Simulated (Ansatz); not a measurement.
## rocksalt-structured MoSe

Method: PBE, scalar-relativistic; collinear spin; PAW, 420 eV, Γ-centred 12×12×12 mesh, 0.05 eV Gaussian smearing; code Ansatz. The datasets are Ansatz's generated set soft_2.

```
Mo Se
1.0
     0.00000    2.67580    2.67580
     2.67580    0.00000    2.67580
     2.67580    2.67580    0.00000
Mo Se
1 1
Direct
  0.50000 0.50000 0.50000
  0.00000 0.00000 0.00000
```

The cell came from substitution into a structure type; no database entry of this phase was matched, which doesn't show that none exists.

The geometry is fixed. Moments are started on Mo in several ways. q is the propagation vector of an order in a doubled cell, in units of this cell's reciprocal vectors; doubled cells take an equivalent mesh or are counted from a ferromagnetic run in the same cell, unless said otherwise. Energies count from the first row, the state in which the cell was relaxed.

The starts:
- ferromagnetic
- no spin polarisation
- antiparallel, q = (0, 0, 1/2)
- antiparallel, q = (0, 1/2, 1/2)
- small parallel moments

(1) Which start ends lowest, and how far above it lies the solution without spin polarisation?

Answer:

(1) Lowest: antiparallel, q = (0, 1/2, 1/2). Without spin polarisation the energy is 117 meV/atom higher.

```csv
start,largest typed moment (μB),ΔE (meV/atom),gap on the mesh (eV),P (GPa),final spin moments (μB)
ferromagnetic,2.20,0.0,metal,0.0,Mo 2.00
no spin polarisation,0.00,62.5,metal,-8.7,none
"antiparallel, q = (0, 0, 1/2)",3.00,4.5,metal,-3.1,"Mo 1.55, -1.55"
"antiparallel, q = (0, 1/2, 1/2)",3.00,-54.2,metal,0.2,"Mo 2.03, -2.03"
small parallel moments,0.50,0.0,metal,0.0,Mo 2.00
```

The cell was relaxed in the state of the first row, and its shape doesn't suit: antiparallel, q = (0, 0, 1/2) (uneven stress of 2.5 GPa).

Without spin polarisation the pressure is 8.9 GPa lower than in the lowest state, so the magnetic solution wants the larger cell.

Only orders that fit these small cells were tried, so the real crystal's order may be another.

Site moments are of spin, integrated over atomic spheres.
